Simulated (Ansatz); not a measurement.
## Run record: VGe3

System: VGe3, a measured crystal structure (space group Pm-3n); the cell holds 8 atoms. The computed pressure is over 10 GPa in size, so the cell is far from the computed equilibrium volume. Source: COD entry 1539272; it may be a high-temperature, high-pressure or metastable form.

Theory: DFT, PBE, PAW, plane waves, scalar-relativistic (Ansatz).

Input file:

```yaml
crystal:
  lattice:
    - [4.768, 0.0, 0.0]
    - [0.0, 4.768, 0.0]
    - [0.0, 0.0, 4.768]
  atoms:
    - { symbol: Ge, position: [0.25, 0.0, 0.5] }
    - { symbol: Ge, position: [0.5, 0.75, 0.0] }
    - { symbol: Ge, position: [0.75, 0.0, 0.5] }
    - { symbol: Ge, position: [0.5, 0.25, 0.0] }
    - { symbol: Ge, position: [0.0, 0.5, 0.75] }
    - { symbol: Ge, position: [0.0, 0.5, 0.25] }
    - { symbol: V, position: [0.0, 0.0, 0.0] }
    - { symbol: V, position: [0.5, 0.5, 0.5] }
hamiltonian:
  xc: pbe
  pseudopotentials: { kind: paw }
basis:
  ecutwfc: 420
kpoints:
  mp_grid: { grid: [5, 5, 5] }
scf:
  occupations: { method: fermi_dirac, width: 0.05 }
  lower_state_search: "off"
output:
  forces: true
  stress: true
```

What the program printed (shortened):

```
Pseudopotentials: kind: paw
Pseudopotential: Ge, paw, valence charge 14, recommended cutoff 420 eV (normal), Ge.paw.azcp
Pseudopotential: V, paw, valence charge 13, recommended cutoff 420 eV (normal), V.paw.azcp
Functional definition: PBE
Crystal: 8 atoms, lattice volume = 108.395 Å³
Basis set: ecut = 420 eV, 2103 PW (Γ), exchange–correlation on 64×64×64 points (8 copies of the dense FFT grid, shifted against one another)
Bands: 63, of which v1, the nominal top of the filled ones, is band 55 counted from 1 (54 counted from 0)
Symmetry: 48 space group operations
Space group: Pm-3n (ITA 223), of the structure as read, at distance tolerance 4.8e-5 Å
k-points: 10 of 125
Non-local potential: Ge, projectors of the file, l = 0: 2, l = 1: 2, l = 2: 3, l = 3: 1
Non-local potential: V, projectors of the file, l = 0: 3, l = 1: 2, l = 2: 3, l = 3: 1
Initial density: superposition of atomic densities (neutral atoms: chi_scale 0, normalization atom), corrected by the library's trained network
Initial wavefunctions: pseudopotential atomic-orbital guess
Functional: x = pbe(κ = 0.804, μ = 0.2195149727645171), c = pbe(β = 0.06672455060314922)
SCF iter   1: F=—  HF=-31591.201318 eV  |F-HF|=—  |Δ(HF+E_count)|=         —  Δρ=1.31e-2  dr2=2.64e-1  ethr=1.77e-3  ⟨swp⟩=5.9  Hψ=2080  notcnv=0
preconditioner: auto → Kerker (q_TF=auto, 2.735 Å⁻¹)  [metal: Δε(μ)=0.081 eV  Ē_g=19.381 eV  σ=0.050 eV  W_gap=0.34  n_scr=32 (ndim 8)  ℏωp=34.6 eV  f_vac=0.000  D(μ)=9.41/eV (n_scr^D=122)]
SCF iter   2: F=—  HF=-31591.182028 eV  |F-HF|=—  |Δ(HF+E_count)|=   1.93e-2  Δρ=5.18e-3  dr2=4.35e-2  ethr=2.40e-4  ⟨swp⟩=2.0  Hψ=796  notcnv=0  defer=6
SCF iter   3: F=—  HF=-31591.178079 eV  |F-HF|=—  |Δ(HF+E_count)|=   3.95e-3  Δρ=8.64e-4  dr2=6.96e-4  ethr=3.96e-5  ⟨swp⟩=2.0  Hψ=710  notcnv=0  defer=6
SCF iter   4: F=—  HF=-31591.178131 eV  |F-HF|=—  |Δ(HF+E_count)|=   5.20e-5  Δρ=2.91e-4  dr2=5.50e-5  ethr=6.33e-7  ⟨swp⟩=2.0  Hψ=1100  notcnv=0  defer=6
SCF iter   5: F=—  HF=-31591.178561 eV  |F-HF|=—  |Δ(HF+E_count)|=   4.30e-4  Δρ=9.89e-5  dr2=6.47e-6  ethr=5.00e-8  ⟨swp⟩=2.0  Hψ=1094  notcnv=0  defer=6
SCF iter   6: F=—  HF=-31591.178560 eV  |F-HF|=—  |Δ(HF+E_count)|=   5.54e-7  Δρ=2.81e-5  dr2=9.65e-7  ethr=5.88e-9  ⟨swp⟩=3.0  Hψ=1190  notcnv=0  defer=6
SCF iter   7: F=-31591.178560 eV  HF=-31591.178560 eV  |F-HF|=6.13e-9  |Δ(HF+E_count)|=   6.38e-9  Δρ=4.50e-6  dr2=2.17e-8  ethr=9.09e-11  ⟨swp⟩=3.0  Hψ=2016  notcnv=0
SCF 1 converged in 7 iterations: F = -31591.178560 eV  dr2 = 2.17e-8
  greatest PAW one-centre occupation: 0.999 electrons in one spin orbital (limit 2), on the V atom at site 6 (counted from 0), in its partial waves of l = 0
SCF converged after 7 iterations
Free energy (F): -31591.178560 eV
Harris-Foulkes:  -31591.178560 eV  (|F-HF|=6.13e-9)
Internal energy: -31591.105477 eV  (E = F + TS)
E sigma→0 (E₀):  -31591.142018 eV
Entropy (-TS):   -0.073083 eV (-9.135 meV/atom)
Fermi energy:    16.742377 eV
--- Per-component energies (eV) ---
  E_band       = -523.406141
  E_kinetic    = 1370.716398
  E_local      = -12977.354894  (includes V_loc(G=0)·N_el)
  E_nonlocal   = 2425.450458
  E_hartree    = 5833.806989
  E_xc         = -728.662258
  E_vxc        = -737.833180  (∫ρ·V_xc dr)
  E_paw        = -14345.091420  (= ΣΔE_a)
  E_vpaw       = -2271.999375  (= ΣTr[D̂ρ^β])
  E_aug_tail   = 0.002676  (compensation charges beyond the density's cutoff)
  E_ewald      = -13169.973426
  E_smearing   = -0.073083  (= −TS)
  E_closure    = 0.000000  (closes the sum)
  Σ components = -31591.178560   (vs F -31591.178560, Δ=0.00e0)
--- Forces (eV/Å), atoms counted from 1 ---
  atom   1  Ge    -0.00000000    -0.00000000     0.00000000
  atom   2  Ge     0.00000000    -0.00000000     0.00000000
  atom   3  Ge    -0.00000000     0.00000000     0.00000000
  atom   4  Ge     0.00000000    -0.00000000     0.00000000
  atom   5  Ge     0.00000000     0.00000000    -0.00000000
  atom   6  Ge     0.00000000     0.00000000     0.00000000
  atom   7  V      0.00000000    -0.00000000     0.00000000
  atom   8  V      0.00000000    -0.00000000     0.00000000
  max |Σ_I F_I| component: 1.11e-16 eV/Å
--- Stress (GPa, compression-positive) ---
       27.049638       0.000000       0.000000
        0.000000      27.049638       0.000000
        0.000000       0.000000      27.049638
  P = ⅓ Tr σ = 27.0496 GPa (270.496 kbar)
```

Among 13 converged runs of this cell from various starts and settings, this end is 16.8 meV/atom above the lowest found (ferromagnetic, site moments V7 1.04, V8 1.04 μB, total 2.39 μB per cell, no gap on the k-mesh).

The mesh is too coarse to rank close states of a metal with certainty: differences of some tens of meV/atom may change, at times in sign.

The run took 2.5 s on 2 threads of Arm Neoverse V1, with other jobs on the host, peak memory 0.42 GiB.
